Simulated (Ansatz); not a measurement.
Trial structure of AlB2P3, not yet relaxed:

```cif
data_structure
_symmetry_space_group_name_H-M 'P 1'
_symmetry_Int_Tables_number 1
_cell_length_a 3.4841
_cell_length_b 3.4841
_cell_length_c 17.3424
_cell_angle_alpha 90.000
_cell_angle_beta 90.000
_cell_angle_gamma 120.000
_cell_volume 182.31
loop_
_atom_site_label
_atom_site_type_symbol
_atom_site_fract_x
_atom_site_fract_y
_atom_site_fract_z
_atom_site_occupancy
Al1 Al 0.66667 0.33333 0.50014 1
Al2 Al 0.33333 0.66667 0.00014 1
B1 B 0.66667 0.33333 0.16680 1
B2 B 0.66667 0.33333 0.83347 1
B3 B 0.33333 0.66667 0.33347 1
B4 B 0.33333 0.66667 0.66680 1
P1 P 0.66667 0.33333 0.29153 1
P2 P 0.66667 0.33333 0.62486 1
P3 P 0.66667 0.33333 0.95820 1
P4 P 0.33333 0.66667 0.12486 1
P5 P 0.33333 0.66667 0.45820 1
P6 P 0.33333 0.66667 0.79153 1
```

Method: DFT PBE, scalar-relativistic, plane waves, PAW in Ansatz 0.2.0. Plane waves to 420 eV, a k mesh through Γ of 6×6×1 on the computed 12-atom cell and Gaussian smearing (0.10 eV); no spin polarisation.

Formation energies are uncorrected and refer to the elements' standard structures at the same level. The references include black phosphorus.

Problem. What does a single point on this coarse mesh give?

Solution. The pressure is 0.8 GPa (the mean over three directions, positive in compression), the largest force is 4.34 eV/Å, and the energy is −0.01 eV/atom against the elements. The shortest distance is 2.14 Å.

Problem. How much does it gain on relaxing, and where does it end?

Solution. Relaxing gains about 0.22 eV/atom in 11 ionic steps and ends at −0.228 eV/atom on the finer mesh. The symmetry stays P6_3mc (No. 186). The volume per atom shrinks by 4.4 %, from 15.2 to 14.5 Å³. The shortest distance goes from 2.14 Å (Al–P and B–P) to 1.98 Å (B–P). Conventional cell: a = 3.397 Å, c = 17.448 Å. Al has 3 P at 2.24 Å and 1 P at 2.39 Å; around B on its first site lie 4 P at 2.00–2.06 Å; P on its first site has 4 B at 2.00–2.06 Å; 3 more sites not described.

The last run used a 12×12×2 mesh (in the run's order of axes) for its 12-atom cell and Gaussian smearing of 0.01 eV. The reference form of P is held partly by dispersion forces, which this level lacks. The relaxation can't lower the symmetry of the start. A structure relaxed within its symmetry needn't be a true minimum. Another cell of AlB2P3 relaxed alike, in I-4m2, lies 55 meV/atom lower, so this cell isn't the stable form at this level.
